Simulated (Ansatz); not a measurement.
This run works on a proposed trial structure, not on a known crystal.

Input and command of a plane-wave DFT calculation in Ansatz:

```yaml
crystal:
  lattice:
    - [3.2452774053, 0.0, 0.0]
    - [0.0, 3.2452774053, 0.0]
    - [0.0, 0.0, 10.6803514049]
  atoms:
    - { symbol: Si, position: [0.5, 0.5, 0.8791038349] }
    - { symbol: Si, position: [0.0, 0.0, 0.7498240925] }
    - { symbol: Si, position: [0.5, 0.5, 0.1208961651] }
    - { symbol: Si, position: [0.0, 0.0, 0.2501759075] }
    - { symbol: Si, position: [0.0, 0.0, 0.5] }
    - { symbol: Pd, position: [0.0, 0.0, 0.0] }
    - { symbol: W, position: [0.5, 0.5, 0.6425227909] }
    - { symbol: W, position: [0.5, 0.5, 0.3574772091] }
basis:
  ecutwfc: 420
kpoints:
  mp_grid: { grid: [10, 10, 4] }
hamiltonian:
  xc: pbe
scf:
  occupations: { method: gaussian, width: 0.1 }
output:
  forces: true
  stress: true
  eigenvalues: true
  write_density: true
  write_potential: true
  elf: true
  volumetric_format: npy
relax:
  adjacent_minimum: "off"
  f_tol: 0.01
  max_steps: 80
  cell: { stress_tol: 0.05 }
```

```bash
ansatz run input.yaml --threads 1 --pin off --max-ram 2560MiB --backend cpu --events-out ev --progress --plain --runs-dir out
```

Processor: Intel(R) Xeon(R) Processor @ 2.70GHz, 1 thread, on a host shared with other jobs.

Question: Estimate time, memory and problem size.

Answer: About 3.2 min, peak memory 0.56 GiB. It solves 41 bands at 63 k points (after reduction by symmetry) with about 2243 plane waves (on the last cell), in 45 SCF iterations over 7 ionic steps.
